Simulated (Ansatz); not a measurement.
ReB2 in space group P6_3/mmc (No. 194; Re on 2c, B on 4f) at seven volumes, plane-wave PAW r²SCAN (Ansatz code), shape and atoms relaxed at each. One row is withheld.

```csv
V (Å³/atom),P (GPa)
8.256,39.59
8.528,24.31
8.801,?
9.073,0.02
9.345,-9.59
9.617,-17.82
9.889,-24.86
```

Question: Fit the shown pressures and predict the withheld one.

Answer: Third-order Birch–Murnaghan: P = (3/2)B₀(x^(7/2) − x^(5/2))[1 + (3/4)(B′ − 4)(x − 1)] with x = (V₀/V)^(2/3). Least squares on the six rows gives V₀ = 9.073 Å³/atom, B₀ = 345.0 GPa, B′ = 4.13. At V = 8.801, x = 1.0205 and P = 11.18 GPa. The run itself gave 11.23 GPa.

The workflow started from an entry of the Crystallography Open Database (COD). Whether it is the stable phase at ambient conditions was not checked. The cell was relaxed with r²SCAN under the symmetry of its start; whether a distortion lowers the energy is not shown. No spin polarisation was allowed. Spin–orbit coupling is left out wherever it is not named.

Potentials: the later of the program's two PAW sets.
